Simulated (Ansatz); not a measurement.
A relaxed cell of Ga2O3 (C2/m (No. 12)), relaxed on a k-mesh at least as fine as the one used below. Level of theory: r2SCAN (plane waves to 500 eV, PAW, scalar-relativistic; Ansatz, a quantum-chemistry and plane-wave program). Γ-centred k-mesh 8×8×4 on the run's cell (coarser than for final values), Fermi–Dirac smearing 0.05 eV.

```
Ga2O3
1.0
    6.12784    -1.51953     0.00000
    6.12784     1.51953     0.00000
   -1.38609     0.00000     5.64055
Ga O
4 6
Cartesian
  0.00775   0.00000   4.48305
 10.86185   0.00000   1.15750
  7.63727   0.00000   1.77381
  3.23233   0.00000   3.86674
  1.86127   0.00000   0.61571
  9.00833   0.00000   5.02484
  1.34332   0.00000   3.17858
  9.52628   0.00000   2.46197
  5.72715   0.00000   1.44532
  5.14245   0.00000   4.19524
```

The atoms are displaced by (Å):

```json
[
 {"atom": "Ga1", "ux": "0.029", "uy": "-0.017", "uz": "-0.002"},
 {"atom": "Ga2", "ux": "0.035", "uy": "0.033", "uz": "0.015"},
 {"atom": "Ga3", "ux": "0.107", "uy": "-0.095", "uz": "-0.099"},
 {"atom": "Ga4", "ux": "0.011", "uy": "-0.022", "uz": "0.085"},
 {"atom": "O5", "ux": "-0.059", "uy": "-0.039", "uz": "-0.060"},
 {"atom": "O6", "ux": "0.013", "uy": "-0.047", "uz": "0.098"},
 {"atom": "O7", "ux": "-0.022", "uy": "-0.036", "uz": "-0.032"},
 {"atom": "O8", "ux": "-0.153", "uy": "0.035", "uz": "-0.144"},
 {"atom": "O9", "ux": "-0.042", "uy": "-0.011", "uz": "0.008"},
 {"atom": "O10", "ux": "-0.018", "uy": "-0.023", "uz": "-0.020"}
]
```

Task: What forces (eV/Å) and pressure result?

Result: 
```
atom     Fx     Fy     Fz
----  -----  -----  -----
Ga1   -0.55  -0.08  -1.99
Ga2   -0.44  -1.03   1.59
Ga3   -3.43   0.58   0.44
Ga4   -1.05  -0.25  -0.74
O5     0.30  -0.49   0.42
O6    -0.47   0.20  -2.60
O7     0.48   0.16   0.65
O8     3.86  -0.07   1.93
O9     1.36   0.92   0.29
O10   -0.06   0.05   0.00
```

Pressure +5.2 GPa.

Task: Estimate the energy cost of the displacement in the harmonic approximation and compare with the calculation.

Result: For a harmonic well ΔE = −½ Σ F·u = 0.918 eV a cell, or 92 meV/atom. The calculated energy relative to the undisplaced cell is +0.084 eV/atom, so the harmonic estimate holds well.

No spin polarisation in the result.

The run that gave the undisplaced cell could not lose the symmetry of its start; a randomly shaken copy of 10 atoms returns to this structure.

The first start was generated by placing the elements on the sites of a structure type. A measured structure of Ga2O3 has the same space group, C2/m (No. 12); the sites were not compared with it.
